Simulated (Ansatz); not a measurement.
A plane-wave DFT run in Ansatz 0.2.0 (scalar-relativistic PAW potentials unless the input names others): input and command.

```yaml
crystal:
  lattice:
    - [0.0, 3.1270052168, 3.1270052168]
    - [3.1270052168, 0.0, 3.1270052168]
    - [3.1270052168, 3.1270052168, 0.0]
  atoms:
    - { symbol: Ag, position: [0.25, 0.25, 0.25] }
    - { symbol: Ag, position: [0.75, 0.75, 0.75] }
    - { symbol: Pd, position: [0.0, 0.0, 0.0] }
basis:
  ecutwfc: 420
kpoints:
  mp_grid: { grid: [14, 14, 14] }
hamiltonian:
  xc: pbe
scf:
  occupations: { method: gaussian, width: 0.1 }
  n_extra_bands: 8
output:
  forces: true
  eigenvalues: true
  stress: true
```

```bash
ansatz run input.yaml --threads 1 --pin off --max-ram 2560MiB --backend cpu --events-out ev --progress --plain --runs-dir out
```

Abridged log:
```
Basis set: ecut = 420 eV, 1243 PW (Γ), exchange–correlation on 60×60×60 points (8 copies of the dense FFT grid, shifted against one another)
Bands: 36, of which v1, the nominal top of the filled ones, is band 28 counted from 1 (27 counted from 0)
Symmetry: 48 space group operations
k-points: 104 of 2744
SCF iter   1: F=—  HF=-22153.145909 eV  |F-HF|=—  |Δ(HF+E_count)|=         —  Δρ=1.72e-3  dr2=7.90e-4  ethr=1.77e-3  ⟨swp⟩=5.6  Hψ=14450  notcnv=0  defer=84
SCF iter   2: F=—  HF=-22153.148084 eV  |F-HF|=—  |Δ(HF+E_count)|=   2.17e-3  Δρ=4.07e-4  dr2=8.88e-5  ethr=1.41e-6  ⟨swp⟩=2.8  Hψ=7837  notcnv=0  defer=118
SCF iter   3: F=—  HF=-22153.148127 eV  |F-HF|=—  |Δ(HF+E_count)|=   4.32e-5  Δρ=4.68e-4  dr2=1.07e-4  ethr=1.59e-7  ⟨swp⟩=2.0  Hψ=6388  notcnv=0  defer=118
SCF iter   4: F=—  HF=-22153.148099 eV  |F-HF|=—  |Δ(HF+E_count)|=   2.82e-5  Δρ=7.78e-5  dr2=3.22e-6  ethr=1.59e-7  ⟨swp⟩=2.1  Hψ=5936  notcnv=0  defer=118
SCF iter   5: F=—  HF=-22153.148098 eV  |F-HF|=—  |Δ(HF+E_count)|=   4.15e-7  Δρ=2.64e-5  dr2=4.19e-7  ethr=5.75e-9  ⟨swp⟩=2.0  Hψ=5654  notcnv=0  defer=118
SCF iter   6: F=-22153.148098 eV  HF=-22153.148098 eV  |F-HF|=4.93e-9  |Δ(HF+E_count)|=   6.99e-8  Δρ=3.76e-6  dr2=8.80e-9  ethr=1.79e-10  ⟨swp⟩=8.6  Hψ=16282  notcnv=0
SCF 1 converged in 6 iterations: F = -22153.148098 eV  dr2 = 8.80e-9
SCF converged after 6 iterations
Free energy (F): -22153.148098 eV
Harris-Foulkes:  -22153.148098 eV  (|F-HF|=4.93e-9)
Internal energy: -22153.142144 eV  (E = F + TS)
E sigma→0 (E₀):  -22153.145121 eV
Entropy (-TS):   -0.005955 eV (-1.985 meV/atom)
Fermi energy:    13.153083 eV
--- Forces (eV/Å), atoms counted from 1 ---
  atom   1  Ag     0.00000000     0.00000000     0.00000000
  atom   2  Ag     0.00000000     0.00000000     0.00000000
  atom   3  Pd     0.00000000     0.00000000     0.00000000
--- Stress (GPa, compression-positive) ---
       -0.006430       0.000000       0.000000
        0.000000      -0.006430       0.000000
        0.000000       0.000000      -0.006430
  P = ⅓ Tr σ = -0.0064 GPa (-0.064 kbar)
```

Apart from outputs and the relaxation, which only the reference makes, the input differs from a reference run on usual settings in scf.n_extra_bands: not typed → 8. The reference, at the same geometry, ended its own course with pressure -0.01 GPa, largest force 0.000 eV/Å, no gap on the mesh. This run converged in 6 SCF iterations with an energy at zero smearing within 0.01 meV/atom of the reference's, pressure -0.01 GPa, largest force 0.000 eV/Å, no gap on the mesh.

The run took 8.5 s on 1 thread of Intel(R) Xeon(R) Platinum 8375C CPU @ 2.90GHz (Ice Lake) (shared host), peak memory 0.5 GiB.